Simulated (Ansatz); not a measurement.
Molecular dynamics on a 2×2×1 supercell (16 atoms) of InGaBi2 (ordering on zincblende), relaxed with r2SCAN. Forces come from PBE in Ansatz: constant energy and volume (NVE), velocities drawn at 100 K, steps of 2 fs. Spin polarisation is off, nuclei are classical, and the run is far too short for thermal averages. The structure comes from a prototype and may be hypothetical.

```yaml
crystal:
  lattice:
    - [9.2871047261, 0.0, 0.0]
    - [0.0, 9.2871047261, 0.0]
    - [0.0, 0.0, 6.5464244165]
  atoms:
    - { symbol: Ga, position: [0.0, 0.0, 0.0] }
    - { symbol: Bi, position: [0.0, 0.25, 0.233698358] }
    - { symbol: In, position: [0.25, 0.25, 0.5] }
    - { symbol: Bi, position: [0.25, 0.0, 0.766301642] }
    - { symbol: Ga, position: [0.0, 0.5, 0.0] }
    - { symbol: Bi, position: [0.0, 0.75, 0.233698358] }
    - { symbol: In, position: [0.25, 0.75, 0.5] }
    - { symbol: Bi, position: [0.25, 0.5, 0.766301642] }
    - { symbol: Ga, position: [0.5, 0.0, 0.0] }
    - { symbol: Bi, position: [0.5, 0.25, 0.233698358] }
    - { symbol: In, position: [0.75, 0.25, 0.5] }
    - { symbol: Bi, position: [0.75, 0.0, 0.766301642] }
    - { symbol: Ga, position: [0.5, 0.5, 0.0] }
    - { symbol: Bi, position: [0.5, 0.75, 0.233698358] }
    - { symbol: In, position: [0.75, 0.75, 0.5] }
    - { symbol: Bi, position: [0.75, 0.5, 0.766301642] }
kpoints:
  mp_grid: { grid: [2, 2, 2] }
hamiltonian:
  xc: pbe
scf:
  occupations: { method: fermi_dirac, width: 0.02 }
md:
  ensemble: nve
  temperature: 100
  timestep: 2.0
  n_steps: 40
  initial_velocities: maxwell_boltzmann
  seed: 8900
```

Command: `ansatz run input.yaml --threads 4 --pin off --max-ram 3686MiB --backend cpu --events-out ev --progress --plain --runs-dir out`.

Question: What wall time did it need on 4 threads of Arm Neoverse V1, with other jobs on the host, and how much host memory at the peak?

Answer: About 5 min, with a peak of 2.2 GiB.

| step | t (fs) | T (K) | free energy F from step 0 (meV/atom) | kinetic energy (meV/atom) | largest force (eV/Å) |
| --- | --- | --- | --- | --- | --- |
| 0 | 0 | 100 | 0.0 | 12.1 | 0.02 |
| 1 | 2 | 100 | 0.0 | 12.1 | 0.05 |
| 2 | 4 | 99 | 0.1 | 12.0 | 0.07 |
| 3 | 6 | 99 | 0.2 | 11.9 | 0.10 |
| 4 | 8 | 97 | 0.3 | 11.8 | 0.13 |
| 5 | 10 | 96 | 0.5 | 11.6 | 0.16 |
| 6 | 12 | 94 | 0.7 | 11.4 | 0.19 |
| 7 | 14 | 92 | 0.9 | 11.2 | 0.22 |
| 8 | 16 | 90 | 1.2 | 10.9 | 0.25 |
| 9 | 18 | 88 | 1.5 | 10.6 | 0.28 |
| 10 | 20 | 85 | 1.8 | 10.3 | 0.31 |
| 11 | 22 | 83 | 2.1 | 10.0 | 0.33 |
| 12 | 24 | 80 | 2.5 | 9.7 | 0.36 |
| 13 | 26 | 77 | 2.8 | 9.3 | 0.38 |
| 14 | 28 | 74 | 3.2 | 8.9 | 0.40 |
| 15 | 30 | 71 | 3.5 | 8.6 | 0.42 |
| 16 | 32 | 68 | 3.9 | 8.2 | 0.44 |
| 17 | 34 | 65 | 4.3 | 7.8 | 0.46 |
| 18 | 36 | 62 | 4.6 | 7.5 | 0.48 |
| 19 | 38 | 59 | 5.0 | 7.1 | 0.49 |
| 20 | 40 | 56 | 5.3 | 6.8 | 0.51 |
| 21 | 42 | 53 | 5.7 | 6.5 | 0.52 |
| 22 | 44 | 51 | 6.0 | 6.1 | 0.53 |
| 23 | 46 | 48 | 6.3 | 5.9 | 0.54 |
| 24 | 48 | 46 | 6.5 | 5.6 | 0.55 |
| 25 | 50 | 44 | 6.8 | 5.3 | 0.56 |
| 26 | 52 | 42 | 7.0 | 5.1 | 0.57 |
| 27 | 54 | 41 | 7.2 | 4.9 | 0.57 |
| 28 | 56 | 39 | 7.4 | 4.8 | 0.57 |
| 29 | 58 | 38 | 7.5 | 4.6 | 0.58 |
| 30 | 60 | 37 | 7.6 | 4.5 | 0.58 |
| 31 | 62 | 37 | 7.7 | 4.4 | 0.58 |
| 32 | 64 | 36 | 7.8 | 4.4 | 0.57 |
| 33 | 66 | 36 | 7.8 | 4.3 | 0.57 |
| 34 | 68 | 36 | 7.8 | 4.3 | 0.57 |
| 35 | 70 | 36 | 7.8 | 4.3 | 0.57 |
| 36 | 72 | 36 | 7.8 | 4.4 | 0.56 |
| 37 | 74 | 36 | 7.7 | 4.4 | 0.56 |
| 38 | 76 | 37 | 7.6 | 4.5 | 0.55 |
| 39 | 78 | 38 | 7.6 | 4.6 | 0.54 |
| 40 | 80 | 39 | 7.5 | 4.7 | 0.53 |

The temperature starts at 100 K, is lowest at step 34 (36 K, 68 fs) and ends at 39 K. The atoms start on their lattice sites with kinetic energy alone, so much of it first passes into potential energy. The conserved energy stays within 0.00 meV an atom. By the last step the atoms have moved 0.07 Å in the root mean square, the drift of the whole cell taken out, 0.11 Å at most.

Positions (Å) and forces (eV/Å) at step 40:
```
Ga   0.017   0.026  -0.001     0.071  -0.037  -0.035
Bi   0.003   2.294   1.506    -0.421   0.244   0.221
In   2.229   2.329   3.300     0.241  -0.057  -0.034
Bi   2.290   0.003   5.008     0.262  -0.156  -0.057
Ga   0.008   4.631   0.007     0.018   0.030   0.021
Bi  -0.020   7.005   1.472     0.215  -0.234   0.051
In   2.303   6.968   3.214     0.104   0.103   0.008
Bi   2.282   4.657   4.980     0.224   0.102   0.143
Ga   4.681  -0.016  -0.056    -0.103   0.130  -0.037
Bi   4.601   2.245   1.585     0.134   0.145   0.012
In   6.953   2.344   3.366     0.047  -0.042  -0.503
Bi   7.042  -0.004   5.017    -0.243  -0.105  -0.077
Ga   4.588   4.613   0.079     0.103   0.006  -0.121
Bi   4.690   7.015   1.520     0.020  -0.261   0.237
In   7.065   6.933   3.296    -0.345   0.132  -0.097
Bi   6.985   4.657   5.042    -0.326   0.000   0.268
```
